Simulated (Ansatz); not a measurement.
Starting cell, PbTe (rock salt):

```
PbTe
1.0
    0.00000     3.28470     3.28470
    3.28470     0.00000     3.28470
    3.28470     3.28470     0.00000
Te Pb
1 1
Direct
  0.00000   0.00000   0.00000
  0.50000   0.50000   0.50000
```

In this cell atom 2 (Pb, nearest neighbour Te at 3.285 Å; its periodic images, 4.6 Å or more away, move with it) is moved by u·(1.000, 0.000, 0.000) + v·(0.000, 0.000, 1.000); the rest is frozen.

Method: PBE (plane waves to 420 eV, PAW, scalar-relativistic; Ansatz, an electronic-structure program). k mesh 7×7×7 (Γ-centred), Fermi-Dirac smearing 0.05 eV. Fu and Fv are the components of the force on the atom. PbTe was relaxed with its symmetry unable to fall. Spin-orbit coupling is left out, though Pb and Te are heavy. The PAW data are Ansatz's earlier set. 

```tsv
Fu (eV/Å)	u = -0.490	u = -0.327	u = -0.163	u = 0.000	u = 0.163	u = 0.327	u = 0.490
v = -0.490	[?]	[?]	0.20	0.00	-0.20	[?]	[?]
v = -0.327	1.37	[?]	0.16	0.00	-0.16	[?]	-1.37
v = -0.163	1.36	0.50	0.10	0.00	-0.10	-0.50	-1.36
v = 0.000	1.35	0.47	0.08	0.00	-0.08	-0.47	-1.35
v = 0.163	1.36	0.50	0.10	0.00	-0.10	-0.50	-1.36
v = 0.327	1.37	[?]	0.16	0.00	-0.16	[?]	-1.37
v = 0.490	[?]	[?]	0.20	0.00	-0.20	[?]	[?]
```

**Question.** Some entries are withheld; supply them.

**Answer.** 
- v = -0.490, u = -0.490: 1.32
- v = -0.490, u = -0.327: 0.58
- v = -0.490, u = 0.327: -0.58
- v = -0.490, u = 0.490: -1.32
- v = -0.327, u = -0.327: 0.56
- v = -0.327, u = 0.327: -0.56
- v = 0.327, u = -0.327: 0.56
- v = 0.327, u = 0.327: -0.56
- v = 0.490, u = -0.490: 1.32
- v = 0.490, u = -0.327: 0.58
- v = 0.490, u = 0.327: -0.58
- v = 0.490, u = 0.490: -1.32

(A displaced cell: forces are minus the slopes of the energy, force constants its curvatures, and phonons follow from these.)
